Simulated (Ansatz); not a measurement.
LaH₃ in space group Fm-3m (No. 225; La on 4a, H on 4b, H on 8c) at seven volumes, the program Ansatz at the PBEsol level (PAW), scaled uniformly. One row is withheld.

```csv
V (Å³/atom),P (GPa)
9.469,9.55
9.781,5.89
10.093,2.72
10.405,-0.02
10.718,-2.40
11.030,-4.45
11.342,?
```

Q: Fit the shown pressures and predict the withheld one.

A: P = (3/2)B₀(x^(7/2) − x^(5/2))[1 + (3/4)(B′ − 4)(x − 1)] with x = (V₀/V)^(2/3). Least squares on the six rows gives V₀ = 10.403 Å³/atom, B₀ = 85.0 GPa, B′ = 3.80. At V = 11.342, x = 0.9440 and P = -6.23 GPa. The run itself gave -6.23 GPa.

The first step of the workflow began from a Materials Project structure, measured or hypothetical; the Crystallography Open Database copy checked does not list it. Its standing as an ambient phase is unchecked. The PBEsol relaxation kept the symmetry of its start; of distortions, only those at the zone centre were tested. Spin–orbit coupling is left out wherever it is not named.

Potentials: the later of the program's two PAW sets.
